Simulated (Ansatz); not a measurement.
# Calculated ²⁰⁹Bi NMR of the central transition for Bi

Cell: a refined structure from the COD whose atoms were relaxed with PBE, the cell held.

```cif
data_structure
_symmetry_space_group_name_H-M 'P 1'
_symmetry_Int_Tables_number 1
_cell_length_a 4.7290
_cell_length_b 4.7290
_cell_length_c 4.7290
_cell_angle_alpha 57.304
_cell_angle_beta 57.304
_cell_angle_gamma 57.304
_cell_volume 70.14
loop_
_atom_site_label
_atom_site_type_symbol
_atom_site_fract_x
_atom_site_fract_y
_atom_site_fract_z
_atom_site_occupancy
Bi1 Bi 0.23625 0.23625 0.23625 1
Bi2 Bi 0.76375 0.76375 0.76375 1
```

Atom numbers follow the list; atoms alike are taken as one site, whose name carries the number of the first.

All values are calculated (Ansatz; DFT, r2SCAN, plane waves and PAW, scalar-relativistic, 500 eV cutoff, Γ-centred 9×9×9 k-points, Fermi–Dirac smearing 0.05 eV), not measured.

²⁰⁹Bi has I = 9/2 and Q = -516.0 mb (Pyykkö 2018); at 9.4 T its Larmor frequency is ν₀ = 65.4 MHz (from the bare nuclear moment; shielding lowers the observed one by a per cent or two). Only the quadrupole interaction is simulated: positions count from each site's isotropic chemical shift, and shift anisotropy, dipolar and J coupling are left out.

**Question.** Simulate the second-order pattern (static powder, Gaussian broadening 9 kHz) of site Bi (6 Bi at 3.09–3.48 Å).

**Answer.** The calculation gives C_Q = 49.3 MHz and η = 0.00, so ν_Q = 2.05 MHz and the centre of gravity lies at -788 ppm (-51.6 kHz).

```
offset (kHz)  height
      -189.5       0
      -181.8       4
      -174.0      67
      -166.2     100
      -158.4      64
      -150.6      50
      -142.8      43
      -135.0      38
      -127.2      35
      -119.4      33
      -111.6      31
      -103.8      30
       -96.0      29
       -88.3      27
       -80.5      27
       -72.7      26
       -64.9      26
       -57.1      25
       -49.3      25
       -41.5      25
       -33.7      24
       -25.9      25
       -18.1      24
       -10.3      25
        -2.6      23
         5.2      19
        13.0      20
        20.8      20
        28.6      21
        36.4      22
        44.2      23
        52.0      25
        59.8      27
        67.6      30
        75.4      35
        83.2      45
        90.9      71
        98.7      47
       106.5       3
       114.3       0
```

An axis of threefold or higher order runs through Bi, so V_zz lies along it and η is zero.

Spin–orbit coupling is left out, which shifts gradients on Bi by a few per cent in wide-gap crystals, and can shift them far more where the calculated gap is small or absent, as here. Newer work puts Q(²⁰⁹Bi) near −420 mb, which would lower these couplings by about a fifth. With a gap of 0.17 eV under a smearing of 0.05 eV the band edges are partly filled, so small gradients can hang on the smearing and the k-mesh.

Hardware: 1 thread of Arm Neoverse V2 (aarch64; 28 cores open to the job, memory cap 3.0 GiB, no GPU), a shared host with a load of 0.9 a core. Wall time 19 s, CPU time 19 s, peak memory 0.62 GiB.
